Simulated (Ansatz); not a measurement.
Relaxing a structure of GeMo

The start is a relaxed GeMo cell shaken by Gaussian noise of σ = 0.08 Å a coordinate. The structure is fully relaxed (lattice and positions, P = 0) with r2SCAN (plane waves to 500 eV, PAW, scalar-relativistic; Ansatz, a program for electronic structure). The first steps use a coarse 9×9×2 k-mesh.

The start:
```
GeMo
1.0
    3.01453     0.00000     0.00000
   -1.50727     2.61066     0.00000
    0.00000     0.00000    15.78013
Mo Ge
4 4
Direct
  0.32590   0.69354   0.13415
  0.67863   0.30915   0.62799
  0.65839   0.37925   0.87598
  0.33503   0.66080   0.37557
  0.04500   0.01283   0.99590
  0.01200   0.00793   0.49743
  0.34233   0.67067   0.74726
  0.70196   0.37707   0.25226
```

Question: What is the largest force in the starting geometry, and on which atom (counted from 1)?

Answer: About 1.8 eV/Å, on Ge5 (atoms numbered as listed).

Question: How much energy is released per atom?

Answer: 0.05 eV/atom.

Question: Does it find its way back to the structure it was made from?

Answer: It returns to the parent structure, P6₃/mmc (No. 194).

Question: How do the shortest distances between atoms change?

Answer: The closest pairs of elements (up to four, under 3.6 Å), start → end: Ge–Mo 2.48 → 2.61 Å; Mo–Mo 3.01 → 3.01 Å; Ge–Ge 3.01 → 3.01 Å.

Final structure:

```cif
data_Ge4Mo4
_chemical_formula_sum 'Mo4 Ge4'
_space_group_name_H-M_alt 'P63/mmc'
_space_group_IT_number 194
_space_group_name_Hall '-P 6c 2c'
_cell_length_a 3.01455
_cell_length_b 3.01455
_cell_length_c 15.78000
_cell_angle_alpha 90.000
_cell_angle_beta 90.000
_cell_angle_gamma 120.000
loop_
_atom_site_label
_atom_site_type_symbol
_atom_site_symmetry_multiplicity
_atom_site_Wyckoff_symbol
_atom_site_fract_x
_atom_site_fract_y
_atom_site_fract_z
_atom_site_occupancy
Mo1 Mo 4 f 0.33333 0.66667 0.12669 1
Ge1 Ge 2 a 0.00000 0.00000 0.00000 1
Ge2 Ge 2 d 0.66667 0.33333 0.25000 1
```

Final values are on a 18×18×3 k-mesh of the relaxed cell. No spin polarisation in the result.

The relaxed structure here is a generated cell of GeMo: the first start was made by placing the elements on the sites of a structure type, and the end was not matched to a known phase here, so it may be hypothetical.
